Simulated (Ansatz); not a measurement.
# Os, first-principles data

Os:
Space group Fd-3m, origin choice 1 (No. 227); a = b = c = 5.5182 Å, α = β = γ = 90.00°

```csv
atom,site,symmetry,x,y,z
Os,8b,-43m,0.5000,0.5000,0.5000
```
(The calculation used a cell of 2 atoms; values per cell refer to that cell.)

Space group Fd-3m (No. 227), diamond; conventional cell a = b = c = 5.518 Å, α = β = γ = 90.00°.

Method: the program Ansatz at the r²SCAN level (PAW). Structure relaxed to zero pressure with the same functional. Other levels are named where they apply.

### Cell and energy

- Volume per atom: 21.00 Å³
- Density: 15.04 g/cm³

### Electronic structure

* **Electronic character**: metallic (no gap)
* **Density of states at the Fermi level**: 0.74 states/eV per atom (mean over ±0.08 eV)
* **Gap with spin–orbit coupling**: none (metallic)

### Mechanics

- Bulk modulus (Birch–Murnaghan fit) = 221 GPa
- Pressure derivative B′ = 4.5
- Elastic constants (relaxed ions, GPa) = C11 = 231, C12 = 217, C44 = 11.1
- Mechanical stability = stable (all eigenvalues of C positive)
- Hill bulk and shear moduli = 222 and 9.3 GPa
- Young's modulus = 27.6 GPa
- Poisson's ratio = 0.48
- Debye temperature from the elastic constants = 97.2 K

The start of the workflow was typed in or built on a structure type; neither database checked (COD, Materials Project) lists it. It is not the phase usual at ambient conditions (space group No. 194). Symmetry was held in the r²SCAN relaxation; whether a distortion lowers the energy is not shown. The run is not spin-polarised. As this level gives no gap, shear constants depend on the k-mesh and smearing (Fermi–Dirac, 0.1 eV here). Scalar-relativistic: spin–orbit coupling is off unless named, which matters more the heavier the elements.

Potentials: the earlier of the program's two PAW sets.
